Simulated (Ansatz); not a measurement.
Nb2Tc:
```cif
data_Nb2Tc
_chemical_formula_sum 'Nb2 Tc1'
_space_group_name_H-M_alt 'P 1'
_space_group_IT_number 1
_cell_length_a 7.09334
_cell_length_b 6.89277
_cell_length_c 2.82439
_cell_angle_alpha 82.367
_cell_angle_beta 74.389
_cell_angle_gamma 23.244
loop_
_space_group_symop_operation_xyz
  'x, y, z'
loop_
_atom_site_label
_atom_site_type_symbol
_atom_site_fract_x
_atom_site_fract_y
_atom_site_fract_z
_atom_site_occupancy
Nb1 Nb 0.33948 0.33948 0.66052 1
Nb2 Nb 0.66052 0.66052 0.33948 1
Tc1 Tc 0.00000 0.00000 0.00000 1
```

This is the r²SCAN-relaxed structure.

### Question
All from r²SCAN (plane waves, PAW; program Ansatz), unless another level is named. Give the density of states at the Fermi level.

### Answer
0.65 states/eV per atom (mean over ±0.08 eV).

### Question
Next, the formation energy from the elements (no fitted shifts)?

### Answer
-0.16 eV/atom.

Space group Fmmm. The first step of the workflow began from a Materials Project structure, measured or hypothetical; the Crystallography Open Database copy checked does not list it. With Nb and Tc taken as one species the cell has the higher symmetry Im-3m, so it may be an ordered model of a mixed-site phase. Its standing as an ambient phase is unchecked. The cell was relaxed with r²SCAN under the symmetry of its start; its stability against distortions is not shown here. No spin polarisation was allowed. The references are the lowest solids computed at this level, not always the standard phases. Spin–orbit coupling is left out wherever it is not named.

Potentials: the later of the program's two PAW sets.
